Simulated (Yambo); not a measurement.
G0W0@PBE for GaAs (zinc blende, space group F-43m, No. 216) in Yambo. Reference settings: 4×4×4 Γ-centred k mesh, bands 9 to 217 and a 15 Ry block in the screening, 217 bands in G with the Bruneval-Gonze terminator, plasmon pole fitted at 27.2 eV. The PBE gap Γ → Γ on this mesh is 0.49 eV; G0W0 gaps are taken between the same points.

The settings were changed. The gap went from 1.13 eV to 1.20 eV, and the shift of the valence edge from -0.58 eV to -0.16 eV.

Question: Which change was made?
A) 51 bands in W, 51 bands in G, 6 Ry block
B) 137 bands in G, no terminator
C) no terminator
D) 80 bands in G, no terminator

Answer: A, 51 bands in W, 51 bands in G, 6 Ry block. The others gave (gap, valence shift): no terminator: 1.13, -0.53 eV; 80 bands in G, no terminator: 1.15, -0.32 eV; 137 bands in G, no terminator: 1.13, -0.47 eV.

Spin-orbit coupling is not included.

Geometry relaxed with PBEsol; primitive cell a = 4.003 Å, b = 4.003 Å, c = 4.003 Å, α = 60.00°, β = 60.00°, γ = 60.00°.

A shift is the quasiparticle energy of the state minus its PBE energy.

The potentials are those of PseudoDojo's stringent table.
